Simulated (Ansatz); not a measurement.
TaCuN2:
```
TaCuN2
1.0
    1.56085     0.90116     5.78056
   -1.56085     0.90116     5.78056
    0.00000    -1.80232     5.78056
Ta Cu N
1 1 2
Direct
  0.50000   0.50000   0.50000
  0.00000   0.00000   0.00000
  0.10557   0.10557   0.10557
  0.89443   0.89443   0.89443
```

Plane-wave PAW PBEsol (Ansatz code) gives a gap of 0.37 eV without spin–orbit coupling, maximum at T, minimum at L.

What happens when spin–orbit coupling is switched on?

The gap decreases by 0.06 eV, to 0.31 eV; maximum at T, minimum at L.

Give the electron effective mass with spin–orbit coupling.

0.14, 0.31, 2.1 mₑ (principal values).

Give the hole effective mass with spin–orbit coupling.

0.24, 0.24, 0.56 mₑ (principal values).

Space group R-3m. The first step of the workflow began from a Materials Project structure, measured or hypothetical; the Crystallography Open Database files this formula in space group No. 166, but the cells were not matched. Whether it is the stable phase at ambient conditions was not checked. Symmetry was held in the PBEsol relaxation; whether a distortion lowers the energy is not shown. No spin polarisation was allowed.

Potentials: the later of the program's two PAW sets.
